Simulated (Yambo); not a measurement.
```xyz
8
Lattice="3.8698 0.0000 0.0000 -1.9349 3.3514 0.0000 0.0000 0.0000 9.8098" Properties=species:S:1:pos:R:3 pbc="T T T"
H      0.0000     0.0000     1.6377
H      0.0000     0.0000     6.5426
O      0.0000     0.0000     0.6682
O      0.0000     0.0000     5.5732
Cl     0.0000     2.2343     3.1065
Cl     1.9349     1.1171     8.0114
Ca     0.0000     2.2343     0.0007
Ca     1.9349     1.1171     4.9056
```

Workflow: LDA (Quantum ESPRESSO, PseudoDojo norm-conserving, 84 Ry, scalar-relativistic), then G0W0 in Yambo (3×3×1 Γ-centred k mesh, 235 bands and a 8 Ry block in the screening, 235 bands in G with the Bruneval-Gonze terminator, plasmon pole fitted at 27.2 eV).

Question: Give the LDA and G0W0 gaps between the band edges found on this mesh, and say where the edges lie.

Answer: Edges: Γ → Γ. LDA: 5.07 eV; G0W0: 7.84 eV. Nearest settings tried, and what they do to the gap: 149 bands in W, 149 bands in G: -8 meV; 7 Ry block (273 vectors against 347): -50 meV. Not varied: mesh. So the settings aren't converged at that level. The k mesh is coarse. 

Geometry of the Materials Project entry, not relaxed at this level.

The structure is a Materials Project entry; no match was found in the copy of COD used, and its stability was not checked.
